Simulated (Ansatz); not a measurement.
## KTl₂MoF₆: do energies and stresses tell the same story?

Theory: DFT r2SCAN, scalar-relativistic, plane waves, PAW in Ansatz 0.2.0.

Settings: cutoff 500 eV, Γ-centred mesh 6×6×6 on the computed 10-atom cell, Gaussian smearing of 0.02 eV; collinear spin from starting moments 0 0 0 1.86 0 0 0 0 0 0 μB.

Relaxed cell: Fm-3m, a = 9.040 Å, b = 9.040 Å, c = 9.040 Å, α = 90.00°, β = 90.00°, γ = 90.00°, 10 atoms in the primitive cell. Whether it is the stable form of this composition wasn't checked.

Energies at zero smearing and pressures from the stress tensor, at volumes with shape and atoms relaxed:
```
V (Å³/atom) E − E(first) (meV/atom) P (GPa)
     17.359                     0.00     3.17
     17.913                    -7.89     1.42
     18.467                   -10.26    -0.02
     19.021                    -8.13    -1.18
     19.575                    -2.33    -2.14
```

Q: Check P = −dE/dV between neighbouring volumes, and get the bulk modulus from the pressures alone.

A: With 1 eV/Å³ = 160.2 GPa:
```
middle V (Å³/atom)  −ΔE/ΔV (GPa) mean P (GPa)
            17.636         2.281         2.294
            18.190         0.687         0.699
            18.744        -0.616        -0.602
            19.298        -1.679        -1.663
```

The two differ by 0.02 GPa at most. The mean of two end pressures misses the average over a step by about ΔV² P″/12, up to 0.03 GPa here; with that taken off 0.01 GPa remains. Around V = 18.467 Å³/atom, the two neighbours give B = −V ΔP/ΔV = 18.467 × 2.60 / 1.108 = 43.4 GPa, against B0 = 43.3 GPa from the Birch–Murnaghan fit of the energies.

The state reached may not be the lowest one. Spin-orbit coupling is left out, which matters for the bands of heavy elements.

Only this magnetic start was tried.